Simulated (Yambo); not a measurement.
G0W0@PBEsol for K2NiF6 (space group Fm-3m, No. 225) in Yambo. Reference settings: 2×2×2 Γ-centred k mesh, bands 5 to 200 and a 7 Ry block in the screening, 200 bands in G with the Bruneval-Gonze terminator, plasmon pole fitted at 27.2 eV. The PBEsol gap X → X on this mesh is 1.56 eV; G0W0 gaps are taken between the same points.

With and without the terminator, as bands are cut:

```tsv
bands in G (in W)	gap, terminator (eV)	gap, none (eV)	valence shift, terminator (eV)	valence shift, none (eV)
86 (200)	5.207	5.261	-1.563	-1.067
134 (200)	5.204	5.237	-1.542	-1.205
200 (200)	5.193	5.211	-1.533	-1.300
```

Over this range the gap spans 0.014 eV with the terminator and 0.050 eV without, the valence shift 0.030 eV and 0.233 eV. Neither column has reached its limit for certain.

Geometry of the Materials Project entry, not relaxed at this level; primitive cell a = b = c = 5.6587 Å, α = β = γ = 60.00°.

The structure is a Materials Project entry; no match was found in the copy of COD used, and its stability was not checked.

The runs are not spin-polarised; magnetic order was not tried.

A shift is the quasiparticle energy of the state minus its PBEsol energy.
